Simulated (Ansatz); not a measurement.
**TiAl (CuAu type, space group P4/mmm), scan of one atom of the cell**

Relaxed TiAl (CuAu type, space group P4/mmm):

```xyz
4
Lattice="5.6485 0.0000 0.0000 0.0000 2.8243 0.0000 0.0000 0.0000 4.0708" Properties=species:S:1:pos:R:3 pbc="T T T"
Al     1.4121     1.4121     2.0354
Al     4.2364     1.4121     2.0354
Ti     0.0000     0.0000     0.0000
Ti     2.8243     0.0000     0.0000
```

In this cell atom 2 (Al, nearest neighbour Al at 2.824 Å; its periodic images, 2.8 Å or more away, move with it) is moved by s along Cartesian z, unit vector (0.000, 0.000, 1.000); all other atoms and the cell stay fixed.

These are PBE (plane waves to 420 eV, PAW, scalar-relativistic; Ansatz, a program for electronic structure) values and carry that method's errors. k mesh 7×13×9 (Γ-centred), Fermi-Dirac smearing 0.05 eV. E stands for the smeared free energy. Stress and pressure are positive under compression. With partly filled bands, energies and forces of such displacements shift with the k mesh and the smearing. F∥ is the force on the atom along that direction. TiAl is run without spin polarisation. TiAl was relaxed with its symmetry unable to fall. ΔE is measured from the undisplaced structure.

```
s (Å)   ΔE (meV/cell)  P (GPa)  F∥ (eV/Å)
------  -------------  -------  ---------
-0.560           1126      7.2      4.090
-0.448            715      4.6      3.244
-0.336            399      2.6      2.403
-0.224            176      1.2      1.582
-0.112             44      0.3      0.784
0.000               0      0.0      0.000
0.112              44      0.3     -0.784
0.224             176      1.2     -1.582
0.336             399      2.6     -2.403
0.448             715      4.6     -3.244
0.560            1126      7.2     -4.090
```

Read from the data:

The energy at s = 0.560 Å comes out as 1126 meV/cell and the force along the line at s = -0.560 Å is 4.09 eV/Å. The force constant k = d²E/ds² at s = 0 (finite differences) comes out as 6.98 eV/Å². Symmetry of the curve: even: the same for both signs. Shape of the curve: a single well with its minimum at or next to zero displacement. Harmonic estimate at the end of the scan: ½ks² = 1094 meV/cell against the computed 1126 meV/cell, so the well is close to harmonic there.

The 11 points together took around 2.3 core-minutes (rough).

(For displaced atoms, the force is minus the slope of the energy, and its curvature is a force constant, which sets phonon frequencies.)
